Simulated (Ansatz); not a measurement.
**Stability checks on a candidate for Al3GaAs4**

It was reached by relaxing an invented guess, and it needn't be the stable form of this composition.

The calculation used Ansatz, DFT PBE, scalar-relativistic, plane waves, PAW. The final run on the 8-atom cell used 420 eV, a Γ-centred 8×4×6 mesh, 0.02 eV smearing and no spin polarisation.

```cif
data_structure
_symmetry_space_group_name_H-M 'Pmm2'
_symmetry_Int_Tables_number 25
_cell_length_a 4.0552
_cell_length_b 8.1095
_cell_length_c 5.7295
_cell_angle_alpha 90.000
_cell_angle_beta 90.000
_cell_angle_gamma 90.000
_cell_volume 188.42
loop_
_atom_site_label
_atom_site_type_symbol
_atom_site_symmetry_multiplicity
_atom_site_Wyckoff_symbol
_atom_site_fract_x
_atom_site_fract_y
_atom_site_fract_z
_atom_site_occupancy
Al1 Al 1 a 0.00000 0.00000 0.00035 1
Al2 Al 2 h 0.50000 0.24973 0.50001 1
Ga1 Ga 1 b 0.00000 0.50000 0.99984 1
As1 As 2 g 0.00000 0.75080 0.74913 1
As2 As 1 c 0.50000 0.00000 0.24988 1
As3 As 1 d 0.50000 0.50000 0.25164 1
```

The zero of energy is the elements' standard structures at the same level; no fitted shifts are applied.

Q: These tests were run: energy against the elements; random kick, then relaxation without symmetry; phonons on a 2×1×1 q mesh; elastic tensor. What do they show?

A:

| test | result |
| --- | --- |
| energy against the elements | −0.451 eV/atom |
| random kick, then relaxation without symmetry | returns |
| phonons on a 2×1×1 q mesh | no imaginary mode on the mesh, but the interpolation dips to 11i cm⁻¹ between its points |
| elastic tensor | least eigenvalue 28 GPa |

It fails none of these tests outright. Other phases of the system weren't compared here, so this isn't yet thermodynamic stability. Undecided within the accuracy: phonons on a 2×1×1 q mesh.

The reference form of As is held partly by dispersion forces, which this level lacks. The kick test ran on a coarse mesh. The run for the phonons used an 8×4×6 k mesh. The run for the elastic tensor used an 8×4×6 k mesh.
